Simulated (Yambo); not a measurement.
Ba2SrWO6 (space group R-3, No. 148), G0W0@LDA in Yambo (2×2×2 mesh, plasmon pole; 8 Ry block, no terminator). The number N of bands in W and G is varied.

```csv
N,x = 1/N,gap F → F (eV),shift of the valence edge (eV)
123,0.00813,4.804,0.014
178,0.00562,4.666,-0.139
246,0.00407,4.599,-0.266
317,0.00315,?,?
```

Question: Basis-set arguments suggest E = E∞ + A x. Fix A and E∞ from the two rows above the withheld one, predict the row at 317 bands, and test the form.

Answer: Gap: A = (4.599 − (4.666))/(0.00407 − 0.00562) = 43.2, E∞ = 4.423 eV, so 4.559 eV is predicted; the run gave 4.553 eV (miss 6 meV). The first two rows have slope 55.0, so the form doesn't hold yet over the whole range. Shift: A = (-0.266 − (-0.139))/(0.00407 − 0.00562) = 81.9, E∞ = -0.599 eV, so -0.341 eV is predicted; the run gave -0.355 eV (miss 14 meV). The first two rows have slope 61.0, so the form doesn't hold yet over the whole range. The other settings are held fixed.

Spin-orbit coupling is not included.

Geometry of the Materials Project entry, not relaxed at this level; primitive cell a = b = c = 6.129 Å, α = β = γ = 60.96°.

The structure is a Materials Project entry; no match was found in the copy of COD used, and its stability was not checked.

A shift is the quasiparticle energy of the state minus its LDA energy.
